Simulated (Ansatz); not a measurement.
## Non-collinear states of Fe (Im-3m)

```yaml
crystal:
  lattice:
    - [-1.44300, 1.44300, 1.44300]
    - [1.44300, -1.44300, 1.44300]
    - [2.88600, 2.88600, 0.00000]
  atoms:
    - { symbol: Fe, position: [0.00000, 0.00000, 0.00000] }
    - { symbol: Fe, position: [0.50000, 0.50000, 0.50000] }
```

Geometry: a structure as deposited in COD (the entry's cell lengths or inner coordinates differ somewhat from later room-temperature determinations), repeated to hold the magnetic orders; nothing is relaxed.

Settings: PBE, 11×11×7 k mesh, Fermi–Dirac smearing of 0.05 eV. PAW means Ansatz 0.2.0 on its default frozen-core files; LAPW is all-electron LAPW in Ansatz 0.2.0. Site moments are integrated in spheres about the atoms, whose radii differ between the methods. Start moments of the first PAW run (μB): Fe1 2.3, Fe2 2.3.

The runs use spinors without spin–orbit coupling. In the held states a penalty keeps the direction of every atom that starts with a moment, the untilted ones along z, with sizes free, and the energy is taken at the target. Energies count from the run that starts parallel.

| state | ΔF PAW (meV/atom) | ΔF LAPW (meV/atom) | largest moment, PAW (μB) | size of M, PAW (μB/cell) | directions kept |
| --- | --- | --- | --- | --- | --- |
| parallel moments on spinors | 0.0 | 0.0 | 2.31 | 4.52 | yes |
| Fe2 tilted by 45° from z and held | +21.9 | +21.7 | 2.34 | 4.22 | yes |
| Fe2 tilted by 90° from z and held | +92.6 | – | 2.31 | 3.17 | yes |
| Fe2 tilted by 135° from z and held | +178.7 | – | 2.18 | 1.61 | yes |
| start Fe1↑ Fe2↓ on spinors | +218.4 | +216.5 | 2.11 | 0.00 | yes |

Task: Fit ΔF(θ) = A(1 − cos θ) + B sin²θ to the PAW points, the reversed state at 180° included. How well does a Heisenberg model do?

Result: A = +109.4 and B = -17.3 meV/atom, with a worst miss of 1.5 meV/atom. B isn't small beside A, so the turn needs more than bilinear exchange between fixed moments (biquadratic terms or changing moment sizes).

For the state «start Fe1↑ Fe2↓ on spinors», by PAW: Site moments (μB): Fe1 (0.00, 0.00, 2.11); Fe2 (0.00, 0.00, -2.11). Cell moment 0.00 μB.

The Ansatz runs typed with the search for lower states off end where their start leads. These are results for the start and cell typed. The real compound can order otherwise, in a larger cell, or not at all, since semilocal functionals at zero temperature often overstate magnetism.
